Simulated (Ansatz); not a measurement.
What DFT gives for NbCoGe$_{2}$

```
Nb Ge Co
1.0
     6.96307    0.00000    0.00000
     0.00000    3.59477    0.00000
     0.00000    0.00000    9.44388
Nb Ge Co
4 8 4
Direct
  0.13500 0.25000 0.13000
  0.36500 0.75000 0.63000
  0.63500 0.25000 0.37000
  0.86500 0.75000 0.87000
  0.17000 0.25000 0.80800
  0.33000 0.75000 0.30800
  0.67000 0.25000 0.69200
  0.83000 0.75000 0.19200
  0.24200 0.25000 0.40400
  0.25800 0.75000 0.90400
  0.74200 0.25000 0.09600
  0.75800 0.75000 0.59600
  0.99500 0.25000 0.62000
  0.50500 0.75000 0.12000
  0.49500 0.25000 0.88000
  0.00500 0.75000 0.38000
```

The numbers come from plane-wave PAW DFT (Ansatz): LDA, no spin polarisation, 420 eV, 5×9×4 Γ-centred k points, fermi-dirac occupations (width 0.0268 eV). Nothing was relaxed.

Question: What happens at the Fermi level?

Answer: It is a metal, with about 10 states/eV a cell as the mean within 0.25 eV of the Fermi level, mostly Nb d (49 %) and Co d (41 %).

Question: Give the Bader charges.

Answer: Bader charges in e: Nb +0.93, Co -0.21, Ge -0.45 to -0.27. In the mean Nb gives up most and Ge takes most.

Question: Where is the largest force?

Answer: The largest is on Ge9 (and as large on other atoms): 7.06 eV/Å, components (-4.00, 0.00, 5.82). It makes 121° with the line to a nearest neighbour, Ge6 at 2.10 Å.

Question: Is the cell too large or too small?

Answer: The pressure is 5.6 GPa (compression positive), so with the atoms held at these fractions the cell would first expand; the forces are large, so a full relaxation may end otherwise. The principal stresses -9.9, -2.1, 28.8 GPa differ, so its shape would change too.

Origin: a known structure type with other elements, at an estimated volume, so it need not be a known compound. Caveats: no spin polarisation, so a magnetic state may lie lower; atoms or cell far from equilibrium.
